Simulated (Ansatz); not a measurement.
Si$_{2}$Ru (fluorite or antifluorite type, Fm-3m) under volume change, plane-wave PAW LDA (Ansatz code), scaled uniformly.

```tsv
V (Å³/atom)	E − E(relaxed) (meV/atom)	P (GPa)
13.286	[?]	[?]
13.724	34.7	13.12
14.162	8.4	6.32
14.600	0.0	-0.01
15.038	[?]	[?]
15.476	27.5	-9.31
15.914	57.8	-12.78
```

Q: Complete the blanks.

A: 
- 13.286, E − E(relaxed) (meV/atom): 81.9
- 13.286, P (GPa): 21.58
- 15.038, E − E(relaxed) (meV/atom): 7.5
- 15.038, P (GPa): -5.23

Q: What does a third-order Birch–Murnaghan fit give for V₀, B₀ and B′?

A: V₀ = 14.60 Å³/atom, B₀ = 183 GPa, B′ = 4.7.

The cell is a constructed one: a structure type filled with these elements; the Crystallography Open Database copy checked does not list it. Whether it is the stable phase at ambient conditions was not checked. The LDA relaxation kept the symmetry of its start; its stability against distortions is not shown here. No spin polarisation was allowed.

Potentials: the later of the program's two PAW sets.
